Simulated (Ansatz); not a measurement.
**SrB₆: do energies and stresses tell the same story?**

Method: Ansatz 0.2.0, DFT PBEsol, scalar-relativistic, plane waves, PAW.

Cutoff 420 eV; k points 8×8×8 on the computed 7-atom cell (Γ-centred); Gaussian smearing, width 0.01 eV; no spin polarisation.

Relaxed cell: Pm-3m, a = 4.173 Å, b = 4.173 Å, c = 4.173 Å, α = 90.00°, β = 90.00°, γ = 90.00°, 7 atoms in the primitive cell. Whether it is the stable form of this composition wasn't checked.

Energies at zero smearing and pressures from the stress tensor, at volumes with shape and atoms relaxed:
```csv
V (Å³/atom),E − E(first) (meV/atom),P (GPa)
9.757,0.00,10.40
10.068,-14.69,4.90
10.380,-19.34,-0.01
10.691,-15.09,-4.27
11.003,-3.13,-7.97
```

**Question.** Check P = −dE/dV between neighbouring volumes, and get the bulk modulus from the pressures alone.

**Answer.** With 1 eV/Å³ = 160.2 GPa:
```json
{"middle V (Å³/atom)": "9.913", "−ΔE/ΔV (GPa)": "7.557", "mean P (GPa)": "7.648"}
{"middle V (Å³/atom)": "10.224", "−ΔE/ΔV (GPa)": "2.392", "mean P (GPa)": "2.444"}
{"middle V (Å³/atom)": "10.536", "−ΔE/ΔV (GPa)": "-2.187", "mean P (GPa)": "-2.138"}
{"middle V (Å³/atom)": "10.847", "−ΔE/ΔV (GPa)": "-6.151", "mean P (GPa)": "-6.116"}
```

The two differ by 0.09 GPa at most. The mean of two end pressures misses the average over a step by about ΔV² P″/12, up to 0.05 GPa here; with that taken off 0.05 GPa remains, from the finite cutoff, the mesh or the relaxation's tolerance. Around V = 10.380 Å³/atom, the two neighbours give B = −V ΔP/ΔV = 10.380 × 9.16 / 0.623 = 152.7 GPa, against B0 = 151.3 GPa from the Birch–Murnaghan fit of the energies.

The smearing is narrow for a metal on this mesh.

The bands only touch here, so at this level the crystal is a zero-gap semiconductor or semimetal, not an ordinary metal; spin–orbit coupling, left out, can open or move such a gap.